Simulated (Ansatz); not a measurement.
YZn:
```yaml
crystal:
  lattice:
    - [3.56449, 0.00000, 0.00000]
    - [0.00000, 3.56449, 0.00000]
    - [0.00000, 0.00000, 3.56449]
  atoms:
    - { symbol: Y, position: [0.00000, 0.00000, 0.00000] }
    - { symbol: Zn, position: [0.50000, 0.50000, 0.50000] }
```

Relaxed with r²SCAN. Special points in fractions of this cell's reciprocal vectors: Γ (0.000, 0.000, 0.000); X (0.000, 0.500, 0.000); M (0.500, 0.500, 0.000); R (0.500, 0.500, 0.500).

Q: List the band energies nearest the Fermi level at these points for DFT-r²SCAN in the program Ansatz with PAW potentials.

A: In eV from the Fermi level; about four levels below and three above (degenerate sets whole), none deeper than 8.9 eV; points with the same levels are listed once.

| k | below | above |
|---|---|---|
| Γ | -7.34 -7.34 -7.11 -7.11 -7.11 | 0.08 0.08 4.56 4.56 4.56 |
| X | -7.14 -7.14 -7.09 -4.38 -3.53 | 0.60 1.55 1.55 |
| M | -6.98 -4.16 -0.34 -0.34 | 0.36 3.01 3.01 |
| R | -2.04 -2.04 -2.04 -0.40 | 5.50 5.50 5.50 |

Space group Pm-3m (CsCl type). The workflow started from a Materials Project entry (that database holds measured and hypothetical structures alike); the Crystallography Open Database files this formula in space group No. 221, but the cells were not matched. Its standing as an ambient phase is unchecked. The cell was relaxed with r²SCAN under the symmetry of its start; whether a distortion lowers the energy is not shown. The run is not spin-polarised. Spin–orbit coupling is left out wherever it is not named.

Potentials: the later of the program's two PAW sets.
